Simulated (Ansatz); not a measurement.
SrGaSi:
```
SrGaSi
1.0
    4.17612     0.00000     0.00000
   -2.08806     3.61662     0.00000
    0.00000     0.00000     4.74334
Sr Ga Si
1 1 1
Direct
  0.00000   0.00000   0.00000
  0.33333   0.66667   0.50000
  0.66667   0.33333   0.50000
```

Relaxed with r²SCAN. Special points in fractions of this cell's reciprocal vectors: Γ (0.000, 0.000, 0.000); M (0.500, 0.000, 0.000); K (0.333, 0.333, 0.000); A (0.000, 0.000, 0.500); L (0.500, 0.000, 0.500); H (0.333, 0.333, 0.500).

### Question
List the band energies nearest the Fermi level at these points for r²SCAN in the plane-wave PAW code Ansatz.

### Answer
In eV from the Fermi level; about four levels below and three above (degenerate sets whole), none deeper than 8.9 eV; points with the same levels are listed once.

```csv
k,below,above
Γ,-2.33 -1.49 -1.49 -0.08,0.26 2.77 2.77
M,-7.41 -2.67 -1.87 -0.59,1.26 2.99 3.48
K,-7.46 -4.84 -1.20 -0.44,2.48 2.57 3.99
A,-4.70 -1.10 -1.10,0.76 1.43 1.43
L,-6.91 -3.02 -2.13 -1.45,0.85 4.11 5.33
H,-7.57 -4.13 -1.85 -1.15,2.92 4.34 4.72
```

Space group P-6m2. The first step of the workflow began from a Materials Project structure, measured or hypothetical; the Crystallography Open Database copy checked does not list it. With Ga and Si taken as one species the cell has the higher symmetry P6/mmm, so it may be an ordered model of a mixed-site phase. Whether it is the stable phase at ambient conditions was not checked. The r²SCAN relaxation kept the symmetry of its start; its stability against distortions is not shown here. Spin–orbit coupling is left out wherever it is not named.

Potentials: the later of the program's two PAW sets.
